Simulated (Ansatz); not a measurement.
SiC:
```
CELL_PARAMETERS angstrom
      3.09412     0.00000     0.00000
     -1.54706     2.67959     0.00000
      0.00000     0.00000    10.12915
ATOMIC_POSITIONS crystal
  Si 0.66667 0.33333 0.93784
  Si 0.33333 0.66667 0.43784
  Si 0.00000 0.00000 0.68790
  Si 0.00000 0.00000 0.18790
  C  0.66667 0.33333 0.74980
  C  0.33333 0.66667 0.24980
  C  0.00000 0.00000 0.50044
  C  0.00000 0.00000 0.00044
```

Relaxed with PBE. Special points in fractions of this cell's reciprocal vectors: Γ (0.000, 0.000, 0.000); M (0.500, 0.000, 0.000); K (0.333, 0.333, 0.000); A (0.000, 0.000, 0.500); L (0.500, 0.000, 0.500); H (0.333, 0.333, 0.500).

Problem. List the band energies nearest the valence-band maximum at these points for the program Ansatz at the PBE level (PAW).

Solution. In eV from the valence-band maximum; about four levels below and three above (degenerate sets whole), none deeper than 8.9 eV; points with the same levels are listed once.

```json
[
 {"k": "Γ", "below": "-0.58 -0.58 -0.05 0.00 0.00", "above": "4.95 5.53 6.09"},
 {"k": "M", "below": "-2.34 -2.20 -1.57 -1.12", "above": "2.22 2.34 4.18"},
 {"k": "K", "below": "-3.95 -2.84 -2.84 -1.66", "above": "3.97 3.97 5.10"},
 {"k": "A", "below": "-0.21 -0.21 -0.21 -0.21", "above": "5.16 5.16 6.60 6.60"},
 {"k": "L", "below": "-2.48 -2.48 -1.54 -1.54", "above": "2.63 2.63 4.18 4.18"},
 {"k": "H", "below": "-2.73 -2.73 -2.43 -2.43", "above": "3.24 3.24 6.59 6.59"}
]
```

Space group P6_3mc (4H polytype). Symmetry was held in the PBE relaxation.

Potentials: the earlier of the program's two PAW sets.
